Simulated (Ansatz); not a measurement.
# A trial form of Al₄N

Method: DFT PBE, scalar-relativistic, plane waves, PAW (Ansatz). Cutoff 420 eV, Gaussian smearing, Γ-centred meshes. Cell and atoms relax first on a coarse mesh and then on a finer one. In between, the cell is made exact in the group found at 0.06 Å. In metals the finer mesh still leaves noise of several meV/atom or more. The steps can't lower the symmetry of their start. No spin polarisation in the relaxation; trial moments died out in a coarse test.

The cell of Al₄N is invented: ordered vacancies on the anion sites of antifluorite (R-3m, No. 166) (occupants of the shared sites, in ratio, N: 1, vacant: 1). Lengths were set from tabulated atomic sizes, so they are only a guess.

```
Al N
1.0
     2.11464    1.22089    6.90639
    -2.11464    1.22089    6.90639
     0.00000   -2.44178    6.90639
Al N
4 1
Direct
  0.62500 0.62500 0.62500
  0.12500 0.12500 0.12500
  0.87500 0.87500 0.87500
  0.37500 0.37500 0.37500
  0.00000 0.00000 0.00000
```

Formation energies are uncorrected and refer to the elements' standard structures at the same level (N₂ as a molecule).

Question: Where does the relaxation end?

Answer: The symmetry stays R-3m (No. 166). The volume per atom shrinks by 36.9 %, from 21.4 to 13.5 Å³. The shortest distance goes from 2.59 Å (Al–N) to 2.07 Å (Al–N). The ratio c/a of the conventional cell changes by a factor of 1.94. The energy falls by about 0.97 eV/atom (the start's value is from the coarse mesh). Conventional cell: a = 2.910 Å, c = 27.628 Å. Al on its first site has 3 N at 2.07 Å and 12 Al at 2.83–2.96 Å; around Al on its second site lie 12 Al at 2.79–2.91 Å; around N lie 6 Al at 2.07 Å.

```
Al N
1.0
     1.45488    0.83998    9.20935
    -1.45488    0.83998    9.20935
     0.00000   -1.67995    9.20935
Al N
4 1
Direct
  0.62265 0.62265 0.62265
  0.12640 0.12640 0.12640
  0.87360 0.87360 0.87360
  0.37735 0.37735 0.37735
  0.00000 0.00000 0.00000
```

Question: Give its energy and gap.

Answer: The energy over the elements is −0.23 eV/atom and the gap on the 12×12×12 mesh of the 5-atom cell is 0 eV (a metal).

Whether it is stable depends on the other phases of the system, which aren't compared here.

The last run used Gaussian smearing of 0.10 eV. Symmetry constrained the relaxation, so the result can be a saddle point. In all, the 3 runs took 4.1 min on 1 thread of AMD EPYC (Zen 3) (shared host).
